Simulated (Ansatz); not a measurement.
**CaPb₃: input and output**

input.yaml (Ansatz 0.2.0)

```yaml
crystal:
  lattice:
    - [4.958995, 0.0, 0.0]
    - [0.0, 4.958995, 0.0]
    - [0.0, 0.0, 4.958995]
  atoms:
    - { symbol: Ca, position: [0.0, 0.0, 0.0] }
    - { symbol: Pb, position: [0.0, 0.5, 0.5] }
    - { symbol: Pb, position: [0.5, 0.0, 0.5] }
    - { symbol: Pb, position: [0.5, 0.5, 0.0] }
  symmetry: { tolerance: 0.0003 }
kpoints:
  mp_grid: { grid: [7, 7, 7], shift: [0, 0, 0] }
  band_path:
    path:
      - [0.0, 0.0, 0.0]
      - [0.0, 0.5, 0.0]
      - [0.5, 0.5, 0.0]
      - [0.0, 0.0, 0.0]
      - [0.5, 0.5, 0.5]
      - [0.0, 0.5, 0.0]
      - [0.5, 0.5, 0.5]
      - [0.5, 0.5, 0.0]
    npoints: 8
magnetization:
  spin_polarized: false
scf:
  occupations: { method: gaussian, width: 0.0257 }
  lower_state_search: "off"
  max_iter: 200
hamiltonian:
  pseudopotentials: { kind: paw }
  xc: r2scan
basis:
  ecutwfc: 500
  fft_grid_basis: typed
output:
  forces: true
  stress: true
  eigenvalues: true
  bader: true
  populations: true
  elf: true
  write_potential: true
  volumetric_format: npy
  dos:
    e_range: [-12, 8]
    de: 0.05
    projected: { site_lists: { Ca: [Ca], Pb: [Pb] } }
checkpoint:
  read: saved_state
```

The run starts from an earlier solution of this cell. 

Parts of the output:

```
Pseudopotentials: kind: paw
Pseudopotential: Ca, paw, valence charge 10, recommended cutoff 500 eV (meta_gga), Ca.paw.azcp
Pseudopotential: Pb, paw, valence charge 14, recommended cutoff 500 eV (meta_gga), Pb.paw.azcp
Functional definition: r2SCAN
  exchange = r2scan_x(k0 = k0, k1 = k1, a1 = a1)
  correlation = r2scan_c
Crystal: 4 atoms, lattice volume = 121.950 Å³
Basis set: ecut = 500 eV, 3071 PW (Γ), exchange–correlation on 160×160×160 points (64 copies of the dense FFT grid, shifted against one another)
Bands: 32, of which v1, the nominal top of the filled ones, is band 26 counted from 1 (25 counted from 0)
Symmetry: 48 space group operations
Space group: Pm-3m (ITA 221), of the structure as read, at distance tolerance 1.5e-3 Å
k-points: 20 of 343
Initial density: read from a saved state, or passed on in memory by an earlier SCF of this step, an earlier step, the calling program or the single point that the run made first
Functional: x = r2scan, c = r2scan; τ floored in thin density (d = 2e-4 eV/Å³)
SCF iter   1: F=-37585.7788 eV  Δρ=6.47e-4  dr2=5.04e-4  dr2_τ=3.34e-4
SCF iter   2: F=-37585.7789 eV  Δρ=3.73e-4  dr2=2.42e-4  dr2_τ=2.09e-5
SCF iter   3: F=-37585.7790 eV  Δρ=9.04e-5  dr2=2.76e-5  dr2_τ=6.14e-7
SCF iter   4: F=-37585.7790 eV  Δρ=4.90e-5  dr2=3.45e-6  dr2_τ=3.06e-7
SCF iter   5: F=-37585.7790 eV  Δρ=1.45e-5  dr2=3.92e-7  dr2_τ=3.74e-9
SCF iter   6: F=-37585.7790 eV  Δρ=5.00e-6  dr2=4.48e-8  dr2_τ=1.44e-9
Free energy (F): -37585.7790 eV
Harris-Foulkes:  -37585.7790 eV  (|F-HF|=9.42e-8)
Internal energy: -37585.7775 eV  (E = F + TS)
E sigma→0 (E₀):  -37585.7783 eV
Entropy (-TS):   -0.0015 eV (-0.371 meV/atom)
Fermi energy:    9.9642 eV
--- Per-component energies (eV) ---
  E_band       = -303.9369
  E_kinetic    = 1144.6305
  E_local      = -3878.6216  (includes V_loc(G=0)·N_el)
  E_nonlocal   = 1113.9508
  E_hartree    = 1499.2695
  E_xc         = -759.4099
  E_vxc        = -627.9721  (∫ρ·V_xc dr)
  E_paw        = -32169.1072  (= ΣΔE_a)
  E_vpaw       = -1098.7803  (= ΣTr[D̂ρ^β])
  E_aug_tail   = 0.0000  (compensation charges beyond the density's cutoff)
  E_vtau       = 44.3154  (kinetic-family band-sum trace: ∫τ·v_τ [+ j·A + Jᵃ·Aᵃ] dr)
  E_ewald      = -4539.1655
  E_core_change = 2.6758  (= ΣΔE_core)
  E_smearing   = -0.0015  (= −TS)
--- Stress (GPa, compression-positive) ---
       -0.8823       0.0000       0.0000
        0.0000      -0.8823       0.0000
        0.0000       0.0000      -0.8823
  P = ⅓ Tr σ = -0.8823 GPa (-8.823 kbar)
--- Löwdin populations: 4 sites ---
  site symbol       q [e]
     0     Ca      8.3347
     1     Pb     14.4321
     2     Pb     14.4321
     3     Pb     14.4321
  spilling = 0.0071 (of n_electrons = 52.0000)
--- Bader charges: 4 sites ---
  site symbol  charge [e]  shift [e]
     0     Ca      1.3490     0.0000
     1     Pb     -0.4497     0.0000
     2     Pb     -0.4497     0.0000
     3     Pb     -0.4497     0.0000
```

Origin: a database entry at a rescaled volume.
